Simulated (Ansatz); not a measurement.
Generalised stacking fault of KBr (rock salt) on the {110} plane. The cell below holds the perfect crystal with the plane normal along z; tilting its third vector by the shift puts one fault into each cell, between planes 2.37 Å apart, at fixed cell height.

```yaml
crystal:
  lattice:
    - [4.74131, 0.00000, 0.00000]
    - [0.00000, 6.70523, 0.00000]
    - [2.37066, 3.35261, 7.11197]
  atoms:
    - { symbol: Br, position: [0.00000, 0.00000, 0.83333] }
    - { symbol: Br, position: [0.33333, 0.33333, 0.16667] }
    - { symbol: Br, position: [0.66667, 0.66667, 0.50000] }
    - { symbol: K, position: [0.00000, 0.50000, 0.83333] }
    - { symbol: K, position: [0.33333, 0.83333, 0.16667] }
    - { symbol: K, position: [0.66667, 0.16667, 0.50000] }
```

In-plane vectors a = (4.741, 0.000) Å, b = (0.000, 6.705) Å, area 31.79 Å². The shift is s times the vector a (length 4.741 Å), so s = 1 restores the start. The shift is rigid: no atom relaxes. γ = [E(shift) − E(0)] / area.

Method: PBE (plane waves to 420 eV, PAW, scalar-relativistic; Ansatz, a quantum-chemistry and plane-wave program). k mesh 6×6×6 (Γ-centred), Fermi-Dirac smearing 0.05 eV. Energies are extrapolated to zero smearing. Compression counts positive. Faults lie only 7.1 Å apart, and holding the cell height and the atoms raises γ above its relaxed value. Left out: 3 of 12 points, with atoms too close for the PAW data. KBr was relaxed with its symmetry unable to fall. γ is measured from zero shift.

Task: What γ (mJ/m²) and σ normal to the fault (GPa) does the calculation give at s = 0.083, 0.167, 0.250, 0.333, 0.667, 0.750, 0.833, 0.917?

Result: 
```csv
s,γ (mJ/m²),σ normal to the fault (GPa)
0.083,43,0.5
0.167,194,2.3
0.250,489,5.8
0.333,910,10.9
0.667,910,10.9
0.750,489,5.8
0.833,194,2.3
0.917,43,0.5
```

(The slope of γ gives the shear force per area between the displaced halves; near zero shift its curvature is an elastic stiffness.)
